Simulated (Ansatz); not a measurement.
The elements of this relaxed trial crystal are hidden behind letters.

```
lattice vectors (Å)
   6.4584    0.0000    0.0000
   0.0000    6.4584    0.0000
   0.0000    0.0000    4.0504
fractional positions
X 0.5000 0.5000 0.0000
Z 0.5000 0.0000 0.5000
Z 0.0000 0.5000 0.5000
Z 0.0000 0.0000 0.0000
Q 0.6655 0.5000 0.5000
Q 0.3345 0.5000 0.5000
Q 0.5000 0.3345 0.5000
Q 0.5000 0.6655 0.5000
Q 0.5000 0.0000 0.0000
Q 0.0000 0.5000 0.0000
```

These are results of Ansatz, DFT PBE, scalar-relativistic, plane waves, PAW, not measurements. Settings of the last relaxation (10-atom cell): 420 eV, 6×6×10 k points, Gaussian smearing of 0.10 eV, no spin polarisation.

* Space group: P4/mmm (No. 123)
* Conventional cell: a = 6.458 Å, c = 4.050 Å
* Volume per atom: 16.89 Å³
* Density: 7.45 g/cm³
* Formation energy: +0.26 eV/atom
* Gap on the 6×6×10 mesh of the 10-atom cell: 0 eV (a metal)

Energies are uncorrected and count from the elements' standard states at the same level.

Question: X is a lanthanide, Z is a p-block element of period 6 and Q is an s-block element of period 1. Which elements are they?

Answer: X = La, Z = Tl, Q = H, so the formula is LaTl3H6. Density times volume gives a mean mass of 7.45 × 16.89/1.6605 = 75.8 u per atom, and this set has 75.8 u. La has 8 H at 2.29 Å, 4 H at 3.23 Å and 8 Tl at 3.81 Å; Tl on a site of symmetry mmm is surrounded by 2 H at 2.03 Å, 2 H at 2.16 Å, 4 H at 3.40 Å, 4 La at 3.81 Å and 4 Tl at 3.81 Å; around H on a site of symmetry m2m lie 2 H at 1.51 Å, 1 H at 2.14 Å, 1 Tl at 2.16 Å and 2 La at 2.29 Å; 2 more sites not described. Other sets within the hints have nearly the same mass, so mass alone doesn't settle it; this one was computed.

Spin–orbit coupling, which can matter for Tl, is left out. A structure relaxed within its symmetry needn't be a true minimum.
